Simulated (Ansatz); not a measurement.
## In₃GaP₄ (P-43m) at 2 levels of theory

One geometry, relaxed with PBE; plane waves with PAW potentials in Ansatz, scalar-relativistic. No spin polarisation. Gaps are the least over mesh and band path; pressure is positive in compression.

```
In Ga P
1.0
     5.84617    0.00000    0.00000
     0.00000    5.84617    0.00000
     0.00000    0.00000    5.84617
In Ga P
3 1 4
Direct
  0.50000 0.00000 0.50000
  0.50000 0.50000 0.00000
  0.00000 0.50000 0.50000
  0.00000 0.00000 0.00000
  0.23903 0.76097 0.76097
  0.23903 0.23903 0.23903
  0.76097 0.76097 0.23903
  0.76097 0.23903 0.76097
```

```csv
level,cutoff (eV),k mesh,gap (eV),pressure (GPa)
PBE,420,6×6×6,0.62,0.0
```

Q: What comes out on the same cell with r2SCAN?

A:
| level | cutoff (eV) | k mesh | gap (eV) | pressure (GPa) |
| --- | --- | --- | --- | --- |
| r2SCAN | 500 | 6×6×6 | 1.05 | -1.9 |

The structure comes from a generated guess; another structure or a mixture of phases may lie lower.
